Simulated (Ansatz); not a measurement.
The start is a generated cell, Rh built in the beta-Sn structure type. A full variable-cell relaxation at zero pressure is run with r2SCAN (plane waves to 500 eV, PAW, scalar-relativistic; Ansatz, an electronic-structure program). First-step values are on the input's coarse k-mesh.

Ansatz input (later rounds restart from its end on a renewed k-mesh):
Ansatz 0.2 input:
```yaml
crystal:
  lattice:
    - [-2.363317, 2.363317, 1.289454]
    - [2.363317, -2.363317, 1.289454]
    - [2.363317, 2.363317, -1.289454]
  atoms:
    - { symbol: Rh, position: [0.75, 0.25, 0.5] }
    - { symbol: Rh, position: [0, 0, 0] }
basis: { ecutwfc: 500, ecutrho_ratio: 4, xc_grid: 4, fft_grid_basis: typed }
kpoints: { mp_grid: { grid: [14, 14, 14] } }
hamiltonian:
  xc: r2scan
  dispersion: none
  pseudopotentials: { azcp: { folder: ./paw }, kind: paw }
scf: { occupations: { method: fermi_dirac, width: 0.05 } }
relax: { f_tol: 0.01, max_steps: 100, cell: { stress_tol: 0.02 } }
output: { forces: true, stress: true }
```

- Initial pressure = +13.9 GPa (positive: the cell is compressed)
- Energy released = 0.05 eV/atom
- Volume change = +5.8 %, from 14.40 to 15.23 Å³/atom
- Shortest distances (start → end) = The closest pairs of elements (up to four, under 3.6 Å), start → end: Rh–Rh 2.45 → 2.47 Å
- Band gap at the end = zero (metallic)
- Optimiser moves = 6

It ends as:

Space group I4₁/amd, origin choice 1 (No. 141); a = b = 4.745 Å, c = 2.707 Å, α = β = γ = 90.00°

```tsv
atom	site	symmetry	x	y	z
Rh	4a	-4m2	0.0000	0.0000	0.0000
```
(The calculation used a cell of 2 atoms; values per cell refer to that cell.)

Final values are on a 20×20×20 k-mesh of the relaxed cell. No spin polarisation in the result.

The run could not lose the symmetry of its start, so the end can be a saddle point.

All atoms sit on sites fixed by symmetry, so only the cell could relax.

The relaxed structure here is a generated cell of Rh: the first start was made by placing the elements on the sites of a structure type, and the end was not matched to a known phase here, so it may be hypothetical. Known forms of Rh include space group No. 225.
